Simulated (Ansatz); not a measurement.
This guess for CaIrC6N6 is about to be relaxed.

```
Ca Ir C N
1.0
     0.00000    5.29700    5.29700
     5.29700    0.00000    5.29700
     5.29700    5.29700    0.00000
Ca Ir C N
1 1 6 6
Direct
  0.50000 0.50000 0.50000
  0.00000 0.00000 0.00000
  0.81905 0.18095 0.18095
  0.18095 0.81905 0.18095
  0.18095 0.18095 0.81905
  0.18095 0.81905 0.81905
  0.81905 0.18095 0.81905
  0.81905 0.81905 0.18095
  0.70861 0.29139 0.29139
  0.29139 0.70861 0.29139
  0.29139 0.29139 0.70861
  0.29139 0.70861 0.70861
  0.70861 0.29139 0.70861
  0.70861 0.70861 0.29139
```

Level of theory: DFT PBE, scalar-relativistic, plane waves, PAW (Ansatz 0.2.0). Cutoff 420 eV, Gaussian smearing, Γ-centred meshes. Cell and atoms relax first on a coarse mesh and then on a finer one. In between, the cell is made exact in the group found at 0.06 Å. In metals the finer mesh still leaves noise of several meV/atom or more. The steps can't lower the symmetry of their start. Collinear spin, starting moments Ir 1.0 μB.

A guess keeps its type if space group and coordination stay and the shape of the cell changes little (axis ratios within about 15 %, angles within 6°); the volume may change.

Question: Does this structure survive the relaxation?

Answer: It keeps its type. The symmetry stays Fm-3m (No. 225). The volume per atom grows by 20.6 %, from 21.2 to 25.6 Å³. The shortest distance stays 1.17 Å (C–N). Counting neighbours within 15 % of an atom's shortest distance, the start has C 1, Ca 6, Ir 6, N 1 and the end C 1, Ca 6, Ir 6, N 1.

The last run used collinear spin, a 6×6×6 mesh for its 14-atom cell and Gaussian smearing of 0.10 eV. These runs have no spin–orbit coupling, which can matter for Ir. Another magnetic order may lie lower. A structure relaxed within its symmetry needn't be a true minimum.
